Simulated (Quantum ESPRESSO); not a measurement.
# Mg3WNb3Sn: input and log of a self-consistent run

Simulated, not a measurement. The program is pw.x of Quantum ESPRESSO 7.5 (plane-wave density functional theory). The cell is made up: eight metal atoms on a hexagonal close-packed lattice, with elements, volume, strain and displacements drawn at random and not relaxed, so it may be unstable or far from any real phase. PseudoDojo standard norm-conserving files set the functional (PBE unless stated); there is no spin polarisation or spin-orbit coupling, the Fermi-Dirac width of 0.25 eV means electrons at about 2900 K, and the masses in the input are unused placeholders. The tin pseudopotential is less sure than most, with forces differing by about three percent from a second method on plain tin. Heavy elements are run without spin-orbit coupling, which real alloys of them have. A spin test at this wide smearing found no moment, but such smearing suppresses magnetism that the real alloy may have.

Input:

```
&control calculation='scf', pseudo_dir='./dojo.nc.sr.pbe.v0_5.standard.upf', outdir='./o', disk_io='minimal', tprnfor=.true., tstress=.true. /
&system ibrav=0, nat=8, ntyp=4, nbnd=62, ecutwfc=84.00895049, nosym=.true., tot_charge=0,
 occupations='smearing', smearing='fd', degauss=0.0183746611
/
&electrons conv_thr=1.470e-08, electron_maxstep=70, mixing_beta=0.5 /
ATOMIC_SPECIES
Mg 1.0 Mg.upf
Nb 1.0 Nb.upf
Sn 1.0 Sn.upf
W 1.0 W.upf
CELL_PARAMETERS angstrom
4.4135 -2.5618 -0.003
-2.9495 -0.0182 -4.8785
3.0126 5.2454 -0.019
ATOMIC_POSITIONS angstrom
Mg -0.0186 -0.0222 -0.0154
W 1.5072 2.7051 0.021
Nb 0.1161 1.7632 -2.5257
Nb 1.5473 4.369 -2.3569
Mg 2.9041 0.0379 -0.0839
Sn 4.5681 2.633 -0.1357
Mg 1.5319 -0.8382 -2.4126
Nb 3.0641 1.805 -2.5411
K_POINTS automatic
5 5 4 1 1 1
```

The log is shortened where brackets say so; the opening notice, blank lines, dates and the lines on written files are dropped, and the path of the files is cut. It prints rydbergs, bohrs and kilobars, and counts compression as positive stress. Its total energy is the free energy E - TS of the whole cell.

```
     Program PWSCF v.7.5
     Parallel version (MPI & OpenMP), running on       4 processor cores
     Number of MPI processes:                 4
     Threads/MPI process:                     1
     [start-up lines left out]
     bravais-lattice index     =            0
     lattice parameter (alat)  =       9.6435  a.u.
     unit-cell volume          =    1017.5281 (a.u.)^3
     number of atoms/cell      =            8
     number of atomic types    =            4
     number of electrons       =        97.00
     number of Kohn-Sham states=           62
     kinetic-energy cutoff     =      84.0090  Ry
     charge density cutoff     =     336.0358  Ry
     scf convergence threshold =      1.5E-08
     mixing beta               =       0.5000
     number of iterations used =            8  plain     mixing
     Exchange-correlation= PBE
                           (   1   4   3   4   0   0   0)
     [axes and pseudopotential details left out]
   Cartesian axes
     site n.     atom                  positions (alat units)
         1        Mg     tau(   1) = (  -0.0036448  -0.0043503  -0.0030178  )
         2        W      tau(   2) = (   0.2953489   0.5300877   0.0041151  )
         3        Nb     tau(   3) = (   0.0227508   0.3455143  -0.4949327  )
         4        Nb     tau(   4) = (   0.3032068   0.8561433  -0.4618549  )
         5        Mg     tau(   5) = (   0.5690835   0.0074268  -0.0164409  )
         6        Sn     tau(   6) = (   0.8951587   0.5159591  -0.0265916  )
         7        Mg     tau(   7) = (   0.3001890  -0.1642525  -0.4727698  )
         8        Nb     tau(   8) = (   0.6004369   0.3537053  -0.4979505  )
     number of k points=    50  Fermi-Dirac smearing, width (Ry)=  0.0184
                       cart. coord. in units 2pi/alat
        k(    1) = (   0.1392617   0.0409425  -0.1889534), wk =   0.0400000
        k(    2) = (   0.2450056   0.2231951  -0.2535652), wk =   0.0400000
     [further k points left out]
     Dense  grid:   105909 G-vectors     FFT dimensions: (  60,  64,  72)
     Estimated max dynamical RAM per process >     338.82 MB
     Estimated total dynamical RAM >       1.25 GB
     Initial potential from superposition of free atoms
     starting charge      96.9886, renormalised to      97.0000
     Starting wfcs are   64 randomized atomic wfcs
     total cpu time spent up to now is        4.9 secs
     per-process dynamical memory:   264.9 Mb
     Self-consistent Calculation
     iteration #  1     ecut=    84.01 Ry     beta= 0.50
     Davidson diagonalization with overlap
     ethr =  1.00E-02,  avg # of iterations =  5.2
     Threshold (ethr) on eigenvalues was too large:
     Diagonalizing with lowered threshold
     Davidson diagonalization with overlap
     ethr =  8.70E-04,  avg # of iterations =  2.0
     total cpu time spent up to now is       25.9 secs
     total energy              =   -1038.91131559 Ry
     estimated scf accuracy    <       0.86906662 Ry
     iteration #  2     ecut=    84.01 Ry     beta= 0.50
     Davidson diagonalization with overlap
     ethr =  8.96E-04,  avg # of iterations =  3.8
     total cpu time spent up to now is       37.4 secs
     total energy              =   -1038.66941253 Ry
     estimated scf accuracy    <       6.44398290 Ry
     iteration #  3     ecut=    84.01 Ry     beta= 0.50
     Davidson diagonalization with overlap
     ethr =  8.96E-04,  avg # of iterations =  3.0
     total cpu time spent up to now is       47.9 secs
     total energy              =   -1039.23436341 Ry
     estimated scf accuracy    <       0.15598779 Ry
     iteration #  4     ecut=    84.01 Ry     beta= 0.50
     Davidson diagonalization with overlap
     ethr =  1.61E-04,  avg # of iterations =  3.1
     total cpu time spent up to now is       58.2 secs
     total energy              =   -1039.24393133 Ry
     estimated scf accuracy    <       0.37450896 Ry
     iteration #  5     ecut=    84.01 Ry     beta= 0.50
     Davidson diagonalization with overlap
     ethr =  1.61E-04,  avg # of iterations =  2.0
     total cpu time spent up to now is       67.5 secs
     total energy              =   -1039.27451868 Ry
     estimated scf accuracy    <       0.01945040 Ry
     [iterations 6 to 7 left out]
     iteration #  8     ecut=    84.01 Ry     beta= 0.50
     Davidson diagonalization with overlap
     ethr =  2.27E-06,  avg # of iterations =  5.3
     total cpu time spent up to now is       97.5 secs
     total energy              =   -1039.27861444 Ry
     estimated scf accuracy    <       0.00017047 Ry
     iteration #  9     ecut=    84.01 Ry     beta= 0.50
     Davidson diagonalization with overlap
     ethr =  1.76E-07,  avg # of iterations =  2.4
     total cpu time spent up to now is      107.1 secs
     total energy              =   -1039.27863556 Ry
     estimated scf accuracy    <       0.00001610 Ry
     iteration # 10     ecut=    84.01 Ry     beta= 0.50
     Davidson diagonalization with overlap
     ethr =  1.66E-08,  avg # of iterations =  3.7
     total cpu time spent up to now is      117.0 secs
     total energy              =   -1039.27863793 Ry
     estimated scf accuracy    <       0.00000100 Ry
     iteration # 11     ecut=    84.01 Ry     beta= 0.50
     Davidson diagonalization with overlap
     ethr =  1.03E-09,  avg # of iterations =  4.2
     total cpu time spent up to now is      127.4 secs
     total energy              =   -1039.27863815 Ry
     estimated scf accuracy    <       0.00000019 Ry
     iteration # 12     ecut=    84.01 Ry     beta= 0.50
     Davidson diagonalization with overlap
     ethr =  1.93E-10,  avg # of iterations =  2.0
     total cpu time spent up to now is      136.8 secs
     End of self-consistent calculation
     [lines on levels left out]
!    total energy              =   -1039.27863818 Ry
     estimated scf accuracy    <       0.00000001 Ry
     smearing contrib. (-TS)   =      -0.09757293 Ry
     internal energy E=F+TS    =   -1039.18106525 Ry
     The total energy is F=E-TS. E is the sum of the following terms:
     one-electron contribution =    -379.09116266 Ry
     hartree contribution      =     221.00649346 Ry
     xc contribution           =    -203.23854110 Ry
     ewald contribution        =    -677.85785495 Ry
     convergence has been achieved in  12 iterations
     Forces acting on atoms (cartesian axes, Ry/au):
     atom    1 type  1   force =     0.02521261    0.02351567    0.00598884
     atom    2 type  4   force =     0.01629321   -0.00667738   -0.01689345
     atom    3 type  2   force =     0.00964663    0.01860380    0.00289617
     atom    4 type  2   force =     0.00463276   -0.03682223   -0.05891148
     atom    5 type  1   force =     0.01971740    0.01059466    0.01173773
     atom    6 type  3   force =    -0.05225513    0.01366445    0.05853005
     atom    7 type  1   force =     0.00086129    0.00660853   -0.03241527
     atom    8 type  2   force =    -0.02410878   -0.02948750    0.02906741
     Total force =     0.132243     Total SCF correction =     0.000240
     Computing stress (Cartesian axis) and pressure
          total   stress  (Ry/bohr**3)                   (kbar)     P=       15.51
   0.00021702   0.00001994  -0.00012661           31.93        2.93      -18.62
   0.00001994   0.00003433  -0.00000186            2.93        5.05       -0.27
  -0.00012661  -0.00000186   0.00006486          -18.62       -0.27        9.54
     init_run     :      4.66s CPU      4.84s WALL (       1 calls)
     electrons    :    130.65s CPU    131.93s WALL (       1 calls)
     forces       :      1.36s CPU      1.37s WALL (       1 calls)
     stress       :      4.71s CPU      4.72s WALL (       1 calls)
     [timing details left out]
     PWSCF        :   2m21.48s CPU   2m22.99s WALL
     JOB DONE.
```

In other units: free energy -14140.106 eV for the cell, pressure 1.55 GPa, largest force component 1.515 eV/Å in size. The run took 145 s of wall time with four MPI processes on a shared machine (Intel Xeon, 2023 or later, virtual cores), so the time is rough. A rerun of this cell at a higher cutoff and on a denser mesh moved values by no more than 0.003 eV in energy, 0.03 GPa in stress and 0.009 eV/Å in force, and a second program with other atomic files agreed on that cell to 2 % rms in force and 0.5 GPa in pressure.